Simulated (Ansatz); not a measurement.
GaP:
```cif
data_GaP
_chemical_formula_sum 'P1 Ga1'
_space_group_name_H-M_alt 'P 1'
_space_group_IT_number 1
_cell_length_a 3.85470
_cell_length_b 3.85470
_cell_length_c 3.85470
_cell_angle_alpha 60.000
_cell_angle_beta 60.000
_cell_angle_gamma 60.000
loop_
_space_group_symop_operation_xyz
  'x, y, z'
loop_
_atom_site_label
_atom_site_type_symbol
_atom_site_fract_x
_atom_site_fract_y
_atom_site_fract_z
_atom_site_occupancy
P1 P 0.75000 0.75000 0.75000 1
Ga1 Ga 0.00000 0.00000 0.00000 1
```

Relaxed with r²SCAN. DFT-r²SCAN in the program Ansatz with PAW potentials gives a gap of 1.84 eV.

What gap does HSE06 give on the same cell (Ansatz, PAW)?

2.26 eV, 0.41 eV more. The hybrid was solved on a coarser mesh and at special points; its gap is the smallest among all of these.

```csv
k,v1 r²SCAN,c1 r²SCAN,v1 HSE06,c1 HSE06
Γ,0.00,2.36,___,___
X,-2.80,1.91,___,___
L,-1.17,2.04,___,___
W,-3.54,5.03,___,___
K,-2.35,2.47,-2.45,2.91
```

Top valence (v1) and lowest conduction level (c1) in eV from each method's valence maximum (which need not be a listed point): supply the withheld HSE06 values.


- L, v1 HSE06: -1.21
- L, c1 HSE06: 2.50
- Γ, v1 HSE06: 0.00
- Γ, c1 HSE06: 2.79
- X, v1 HSE06: -2.93
- X, c1 HSE06: 2.29
- W, v1 HSE06: -3.69
- W, c1 HSE06: 5.50

Cost on shared cores: the r²SCAN run (SCF on a 9×9×9 mesh, then bands and DOS) very roughly 20 core-seconds, the HSE06 run (SCF on 7×7×7, then a few points) roughly 110 core-seconds; the tasks are unlike.

Space group F-43m (zinc blende). Symmetry was held in the r²SCAN relaxation. Spin–orbit coupling is left out wherever it is not named.

Potentials: the later of the program's two PAW sets.
